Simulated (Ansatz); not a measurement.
SnO₂:
```
SnO2
1.0
   -1.98608     1.98608     5.08991
    1.98608    -1.98608     5.08991
    1.98608     1.98608    -5.08991
Sn O
2 4
Direct
  0.75000   0.25000   0.50000
  0.00000   0.00000   0.00000
  0.79699   0.79699   0.00000
  0.54699   0.04699   0.50000
  0.95301   0.45301   0.50000
  0.20301   0.20301   0.00000
```

Cartesian axes are those of the cell as given.

Q: Give the high-frequency dielectric tensor and the Born effective charge tensors of the independent atoms from DFPT, the program Ansatz at the LDA level (PAW).

A: 
ε∞:
```
4.10  0.00  0.00
0.00  4.10  0.00
0.00  0.00  4.21
```
Z* of atom 1 (Sn), rows: field, columns: displacement, in e:
```
4.15  0.00  0.00
0.00  4.15  0.00
0.00  0.00  4.16
```
Z* of atom 3 (O), rows: field, columns: displacement, in e:
```
-2.99   0.00   0.00
 0.00  -1.16   0.00
 0.00   0.00  -2.08
```

Space group I4_1/amd (anatase). The first step of the workflow began from a Materials Project structure, measured or hypothetical; the Crystallography Open Database copy checked does not list it. It is not the phase usual at ambient conditions (space group No. 136). Symmetry was held in the LDA relaxation; its stability against distortions is not shown here. Scalar-relativistic: spin–orbit coupling is off unless named, which matters more the heavier the elements.

Potentials: the later of the program's two PAW sets.
